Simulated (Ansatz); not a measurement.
ZrRh (space group Pnma)

```yaml
crystal:
  lattice:
    - [6.05513, 0.00000, 0.00000]
    - [0.00000, 4.43946, 0.00000]
    - [0.00000, 0.00000, 5.25186]
  atoms:
    - { symbol: Zr, position: [0.82494, 0.75000, 0.85909] }
    - { symbol: Zr, position: [0.17506, 0.25000, 0.14091] }
    - { symbol: Zr, position: [0.67506, 0.25000, 0.35909] }
    - { symbol: Zr, position: [0.32494, 0.75000, 0.64091] }
    - { symbol: Rh, position: [0.45309, 0.75000, 0.16832] }
    - { symbol: Rh, position: [0.54691, 0.25000, 0.83168] }
    - { symbol: Rh, position: [0.04691, 0.25000, 0.66832] }
    - { symbol: Rh, position: [0.95309, 0.75000, 0.33168] }
```

Equation-of-state scan: isotropic scaling of the cell above, V₀ being its volume. The atoms relax within the cell's symmetry.

These are PBEsol (plane waves to 420 eV, PAW, scalar-relativistic; Ansatz, a first-principles code) values and carry that method's errors. k mesh 8×11×9 (Γ-centred), Fermi-Dirac smearing 0.05 eV. Stress and pressure are positive under compression. ZrRh is run without spin polarisation. ZrRh was relaxed with its symmetry unable to fall.

At one point of the scan the stress tensor (GPa) is:

```
   -7.3      0.0      0.0
    0.0     -8.5      0.0
    0.0      0.0     -8.4
```

### Question
Which point is it?
A) V/V₀ = 1.160
B) V/V₀ = 1.053
C) V/V₀ = 1.027
D) V/V₀ = 1.107

### Answer
B, V/V₀ = 1.053

(Under strain, the slope of the energy per volume gives the stress and its curvature an elastic modulus.)
